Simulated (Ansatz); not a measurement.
MoS$_{2}$:
```cif
data_MoS2
_chemical_formula_sum 'Mo1 S2'
_space_group_name_H-M_alt 'P 1'
_space_group_IT_number 1
_cell_length_a 6.48838
_cell_length_b 6.48838
_cell_length_c 6.48838
_cell_angle_alpha 28.334
_cell_angle_beta 28.334
_cell_angle_gamma 28.334
loop_
_space_group_symop_operation_xyz
  'x, y, z'
loop_
_atom_site_label
_atom_site_type_symbol
_atom_site_fract_x
_atom_site_fract_y
_atom_site_fract_z
_atom_site_occupancy
Mo1 Mo 0.00000 0.00000 0.00000 1
S1 S 0.74977 0.74977 0.74977 1
S2 S 0.58352 0.58352 0.58352 1
```

Relaxed with r²SCAN+D4. Plane-wave PAW r²SCAN+D4 (Ansatz code) gives a gap of 1.03 eV.

Question: What gap does HSE06 give on the same cell (Ansatz, PAW)?

Answer: 1.42 eV, 0.39 eV more. The hybrid was solved on a coarser mesh and at special points; its gap is the smallest among all of these.

Cost on shared cores: the r²SCAN+D4 run (SCF on a 10×10×10 mesh, then bands and DOS) around 90 core-seconds (rough), the HSE06 run (SCF on 7×7×7, then a few points) roughly 3 core-minutes; the tasks are unlike.

Space group R3m. Symmetry was held in the r²SCAN+D4 relaxation. No spin polarisation was allowed. Spin–orbit coupling is left out wherever it is not named.

Potentials: the later of the program's two PAW sets.
